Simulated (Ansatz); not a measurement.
V2O5:
```cif
data_O10V4
_chemical_formula_sum 'V4 O10'
_space_group_name_H-M_alt 'P 1'
_space_group_IT_number 1
_cell_length_a 6.16956
_cell_length_b 3.52000
_cell_length_c 6.96644
_cell_angle_alpha 90.000
_cell_angle_beta 90.012
_cell_angle_gamma 90.000
loop_
_space_group_symop_operation_xyz
  'x, y, z'
loop_
_atom_site_label
_atom_site_type_symbol
_atom_site_fract_x
_atom_site_fract_y
_atom_site_fract_z
_atom_site_occupancy
V1 V 0.74080 0.25000 0.71858 1
V2 V 0.25920 0.75000 0.28142 1
V3 V 0.19388 0.25000 0.90212 1
V4 V 0.80612 0.75000 0.09788 1
O1 O 0.74113 0.75000 0.80406 1
O2 O 0.25887 0.25000 0.19594 1
O3 O 0.03853 0.25000 0.69844 1
O4 O 0.96147 0.75000 0.30156 1
O5 O 0.44299 0.25000 0.82609 1
O6 O 0.55701 0.75000 0.17391 1
O7 O 0.14333 0.75000 0.96798 1
O8 O 0.85667 0.25000 0.03202 1
O9 O 0.67584 0.25000 0.50244 1
O10 O 0.32416 0.75000 0.49756 1
```

Relaxed with LDA.

Task: Which orbitals make up the states near the band edges in DFT-LDA in the program Ansatz with PAW potentials?

Result: Top 1 eV of the valence band: O 2p 91 %, V 3d 6 %. Bottom 1 eV of the conduction band: V 3d 84 %, O 2p 14 %. Projections are on Löwdin-orthogonalised atomic valence shells; empty p or d shells of many metals are not among them.

Task: Tabulate the density of states.

Result: States/eV per cell of 14 atoms, in 0.25 eV bins, energy from the valence-band maximum.

```csv
E (eV),total,O 2p,V 3d,O 2s
-5.62,0.00,0.00,0.00,0.00
-5.37,9.51,6.75,2.39,0.05
-5.12,8.60,5.87,2.44,0.06
-4.87,11.21,7.70,3.12,0.12
-4.62,9.47,6.21,2.95,0.06
-4.37,12.04,8.24,3.40,0.08
-4.12,8.84,6.23,2.32,0.08
-3.87,9.60,6.94,2.36,0.09
-3.62,9.60,6.93,2.34,0.11
-3.37,10.88,7.94,2.60,0.12
-3.12,10.42,7.84,2.18,0.14
-2.87,13.87,10.41,2.93,0.20
-2.62,10.49,7.75,2.42,0.13
-2.37,12.40,9.27,2.74,0.17
-2.12,12.58,9.52,2.63,0.20
-1.87,11.72,9.22,2.00,0.22
-1.62,11.75,9.36,1.98,0.17
-1.37,12.42,10.45,1.60,0.13
-1.12,11.73,10.30,1.10,0.11
-0.87,14.37,12.81,1.20,0.12
-0.62,10.38,9.42,0.73,0.09
-0.37,11.62,10.81,0.59,0.09
-0.12,6.50,6.14,0.27,0.02
0.13,0.00,0.00,0.00,0.00
0.38,0.00,0.00,0.00,0.00
0.63,0.00,0.00,0.00,0.00
0.88,0.00,0.00,0.00,0.00
1.13,0.00,0.00,0.00,0.00
1.38,0.10,0.00,0.09,0.00
1.63,1.70,0.12,1.56,0.00
1.88,3.27,0.38,2.86,0.01
2.13,2.83,0.48,2.30,0.02
2.38,3.68,0.78,2.79,0.06
2.63,5.24,1.20,3.85,0.10
2.88,11.32,2.88,8.09,0.18
3.13,12.46,3.49,8.60,0.14
3.38,10.82,2.99,7.42,0.16
3.63,16.34,4.49,11.06,0.33
3.88,13.24,3.83,8.78,0.29
4.13,9.39,2.95,6.07,0.18
4.38,2.58,0.77,1.67,0.07
4.63,3.87,1.03,2.51,0.19
4.88,5.69,1.58,3.61,0.28
5.13,9.90,2.77,6.22,0.53
5.38,4.51,1.29,2.82,0.24
5.63,6.30,1.93,3.85,0.27
5.88,5.20,1.68,3.09,0.21
6.13,6.42,2.17,3.77,0.23
```

Space group P2_1/m. The workflow started from a Materials Project entry (that database holds measured and hypothetical structures alike); the Crystallography Open Database copy checked does not list it. COD files the formula under space group No. 31, 59. Whether it is the stable phase at ambient conditions was not checked. Symmetry was held in the LDA relaxation; phonons show weakly imaginary modes. No spin polarisation was allowed. No Hubbard U is applied. A crystal of weakly bound layers computed without a dispersion correction: the cell and the soft elastic constants depend strongly on that.

Potentials: the earlier of the program's two PAW sets. The files were generated under PBE; for other functionals the program regenerates the frozen cores, and for LDA and PBEsol the local potential too.
